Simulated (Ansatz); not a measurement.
HfSiO₄ — quadrupolar parameters

The cell is a COD entry.

Space group I4_1/amd:1 (No. 141); a = 6.5725, c = 5.9632 Å.

```csv
site,Wyckoff,site symmetry,x,y,z
Hf,4a,-4m2,0.0000,0.5000,0.2500
Si,4b,-4m2,0.5000,0.0000,0.2500
O,16h,.m.,0.5000,0.3155,0.8198
```

One atom of each set is listed; the run and its k-mesh use a cell of 12 atoms with edges of 5.52, 5.52, 5.52 Å.

All values are calculated (Ansatz; DFT, PBE, plane waves and PAW, scalar-relativistic, 420 eV cutoff, Γ-centred 5×5×5 k-points, Fermi–Dirac smearing 0.02 eV), not measured.

V_zz is the principal component of the electric field gradient with the largest magnitude, η = (V_xx − V_yy)/V_zz and C_Q = eQV_zz/h. ν_Q = 3|C_Q|/[2I(2I − 1)].

¹⁷⁹Hf: I = 9/2, Q = 3793 mb; O-17: I = 5/2, Q = -25.58 mb. Q values from Pyykkö, Mol. Phys. 116, 1328 (2018).

```tsv
site	atoms	first shell	C_Q (MHz)	η	ν_Q (MHz)
Hf	2	8 O at 2.11–2.26 Å	1199	0.00	50.0
O	8	1 Si at 1.62 Å, 2 Hf at 2.11–2.26 Å	-2.90	0.87	0.435
```

An axis of threefold or higher order runs through Hf, so V_zz lies along it and η is zero.

Si has no stable isotope with a ground-state quadrupole moment in the table, so these sites are left out.

At this cell the PBE pressure is 7 GPa, so with PBE the cell would grow if it were relaxed. The largest force is 0.3 eV/Å, so the atoms aren't at the calculated equilibrium and relaxing them would move these values. Without spin–orbit coupling the gradients at and beside Hf can be off by some per cent, at some sites by more.
